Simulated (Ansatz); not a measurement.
Input:

SiB2Mo2:
```
SiB2Mo2
1.0
    1.52263    -5.54169     0.00000
    1.52263     5.54169     0.00000
    0.00000     0.00000     3.11336
Si Mo B
1 2 2
Direct
  0.00000   0.00000   0.00000
  0.36343   0.63657   0.50000
  0.63657   0.36343   0.50000
  0.20687   0.79313   0.00000
  0.79313   0.20687   0.00000
```

This is the PBEsol-relaxed structure.

### Question
All from the program Ansatz at the PBEsol level (PAW), unless another level is named. Predict the highest zone-centre frequency.

### Answer
98.5 meV.

### Question
Predict the bulk modulus (Birch–Murnaghan fit).

### Answer
272 GPa.

Space group Cmmm. The start of the workflow was typed in or built on a structure type; neither database checked (COD, Materials Project) lists it. Its standing as an ambient phase is unchecked. The PBEsol relaxation kept the symmetry of its start; whether a distortion lowers the energy is not shown. The run is not spin-polarised.

Potentials: the later of the program's two PAW sets.
